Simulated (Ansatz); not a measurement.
Relaxing a structure of Rh

The start is a randomly generated symmetric cell of Rh (space group No. 191). Cell shape, volume and atoms are optimised at zero target pressure with PBE (plane waves to 420 eV, PAW, scalar-relativistic; Ansatz, a first-principles code). First-step values are on the input's coarse k-mesh.

Ansatz input (later rounds restart from its end on a renewed k-mesh):
Ansatz 0.2 input:
```yaml
crystal:
  lattice:
    - [3.9316928, 0, 0]
    - [-1.9658464, 3.4049458, 0]
    - [0, 0, 2.4244747]
  atoms:
    - { symbol: Rh, position: [0.33333333, 0.66666667, 0] }
    - { symbol: Rh, position: [0.66666667, 0.33333333, 0] }
basis: { ecutwfc: 420, ecutrho_ratio: 4, xc_grid: 2, fft_grid_basis: typed }
kpoints: { mp_grid: { grid: [10, 10, 13] } }
hamiltonian:
  xc: pbe
  dispersion: none
  pseudopotentials: { azcp: { folder: ./paw }, kind: paw }
scf: { occupations: { method: fermi_dirac, width: 0.05 } }
relax: { f_tol: 0.01, max_steps: 100, cell: { stress_tol: 0.02 } }
output: { forces: true, stress: true }
```

### Question
What pressure does the first self-consistent step give?

### Answer
+42.4 GPa (positive: the cell is compressed).

### Question
How does the volume change?

### Answer
+20.6 %, from 16.23 to 19.57 Å³/atom.

### Question
How do the shortest distances between atoms change?

### Answer
The closest pairs of elements (up to four, under 3.6 Å), start → end: Rh–Rh 2.27 → 2.46 Å.

### Question
Is the relaxed structure metallic? Give its gap.

### Answer
Zero (metallic).

### Question
Give the final cell and atomic positions.

### Answer

Space group P6/mmm (No. 191); a = b = 4.2619 Å, c = 2.4878 Å, α = β = 90.00°, γ = 120.00°

```json
[
 {"atom": "Rh", "site": "2c", "symmetry": "-6m2", "x": "0.3333", "y": "0.6667", "z": "0.0000"}
]
```

The space group stays P6/mmm (No. 191) (the run could not lower it), with 2 atoms in the primitive cell. Final values are on a 13×13×19 k-mesh of the relaxed cell. No spin polarisation in the result.

The run could not lose the symmetry of its start: the end is stationary, and may be a saddle point rather than a minimum.

All atoms sit on sites fixed by symmetry, so only the cell could relax.

The relaxed structure here is a generated cell of Rh: the first start was made by a random draw of sites in a space group, and the end was not matched to a known phase here, so it may be hypothetical. Known forms of Rh include space group No. 225.
